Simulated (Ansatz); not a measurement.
According to the program Ansatz at the r²SCAN level (PAW), La in the diamond structure (Fd-3m) relaxes to a = 6.653 Å. La has 4 nearest neighbours from 2.88 Å (tetrahedral).

Electronic character: metallic (no gap). Gap from r²SCAN with spin–orbit coupling: none (metallic).

An equation-of-state fit gives a bulk modulus of 49.5 GPa. The relaxed-ion elastic constants in GPa are C11 = 49.9, C12 = 49.0, C44 = -3.7.

The start of the workflow was typed in or built on a structure type; neither database checked (COD, Materials Project) lists it. It is not the phase usual at ambient conditions (space group No. 194). Symmetry was held in the r²SCAN relaxation. At this level the phase is mechanically unstable. The volume moved by -38 % from the start of the relaxation. As this level gives no gap, shear constants depend on the k-mesh and smearing (Fermi–Dirac, 0.1 eV here). Scalar-relativistic: spin–orbit coupling is off unless named, which matters more the heavier the elements.

Potentials: the earlier of the program's two PAW sets.
